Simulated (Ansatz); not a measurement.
**ScCu: a vibration from a frozen displacement**

These are results of Ansatz, DFT r2SCAN, scalar-relativistic, plane waves, PAW, not measurements. Settings: plane waves to 500 eV, k-mesh 14×14×14 (Γ-centred), Gaussian smearing 0.15 eV. No spin polarisation. Energies are free energies at this smearing, counted from the undisturbed cell; pressure is positive in compression.

Reference structure (as given, not relaxed at this level; it stands at -1.7 GPa, and it needn't be the usual structure):

```
Sc Cu
1.0
     3.25600    0.00000    0.00000
     0.00000    3.25600    0.00000
     0.00000    0.00000    3.25600
Sc Cu
1 1
Direct
  0.50000 0.50000 0.50000
  0.00000 0.00000 0.00000
```

Every Sc atom is moved by x along the Cartesian unit vector (0.000, 0.000, 1.000); the cell and all other atoms stay fixed. The cell's volume is 34.52 Å³; the moved atoms weigh 44.956 u together and the others 63.546 u.

```csv
x (Å),ΔE (meV/cell),total force on the moved atoms along the move (eV/Å),pressure (GPa)
-0.1000,16.92,0.3389,-1.4056
-0.0500,4.23,0.1691,-1.5937
0.0000,0.00,0.0000,-1.6566
0.0750,9.51,-0.2539,-1.5152
```

What frequency belongs to this motion?

The force constant is k = −dF/dx = 3.383 eV/Å², from the parabola through x = -0.0500, 0 and 0.0750. In every cell the moved atoms swing against the rest, so the mass is μ = m₁m₂/(m₁ + m₂) = 26.329 u, and ν̃ = 521.5 cm⁻¹ × √(|k|/μ) = 187 cm⁻¹, at this cell's pressure of -1.7 GPa. To first order in x, and within 1 %, the force on every atom lies along the move and, within each of the two groups, in proportion to the atom's mass, so this is itself a mode at the zone centre of this cell.

How far does the harmonic law reach?

At x = -0.100 Å, kx²/2 = 16.92 meV against the computed 16.92 meV (+0.0 %): the well is still close to harmonic there.

In a metal these slopes depend on the k mesh and the smearing.